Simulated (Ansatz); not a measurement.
PtW:
```
CELL_PARAMETERS angstrom
      1.35732    -5.31127     0.00000
      1.35732     5.31127     0.00000
      0.00000     0.00000     4.35825
ATOMIC_POSITIONS crystal
  W  0.67047 0.32953 0.25000
  Pt 0.92768 0.07232 0.25000
  W  0.32953 0.67047 0.75000
  Pt 0.07232 0.92768 0.75000
```

Relaxed with PBE. Special points in fractions of this cell's reciprocal vectors: Γ (0.000, 0.000, 0.000); Y (-0.500, 0.500, 0.000); C0 (-0.266, 0.734, 0.000); Σ0 (0.266, 0.266, 0.000); Z (0.000, 0.000, 0.500); A0 (0.266, 0.266, 0.500); E0 (-0.266, 0.734, 0.500); T (-0.500, 0.500, 0.500); S (0.000, 0.500, 0.000); R (0.000, 0.500, 0.500).

**Question.** List the band energies nearest the Fermi level at these points for DFT-PBE in the program Ansatz with PAW potentials.

**Answer.** In eV from the Fermi level; about four levels below and three above (degenerate sets whole), none deeper than 8.9 eV; points with the same levels are listed once.

```csv
k,below,above
Γ,-2.08 -1.88 -1.52 -1.24,0.52 2.01 2.22
Y,-1.89 -1.89 -1.72 -1.68 -1.57,1.02 2.42 2.46
C0,-2.44 -2.43 -2.25 -1.24,0.25 0.54 1.19
Z,-1.75 -1.75 -0.29 -0.29,0.14 0.14 1.79 1.79
A0,-0.78 -0.78 -0.58 -0.58,1.55 1.55 2.32 2.32
T,-1.89 -1.89 -1.73 -1.73,0.92 0.92 2.30 2.30
S,-2.88 -2.42 -1.75 -1.47,0.34 0.69 0.70
R,-0.90 -0.90 -0.39 -0.39,0.88 0.88 2.44 2.44
```

Space group Cmcm. The start of the workflow was typed in or built on a structure type; neither database checked (COD, Materials Project) lists it. Its standing as an ambient phase is unchecked. Symmetry was held in the PBE relaxation; whether a distortion lowers the energy is not shown. No spin polarisation was allowed. Spin–orbit coupling is left out wherever it is not named.

Potentials: the earlier of the program's two PAW sets.
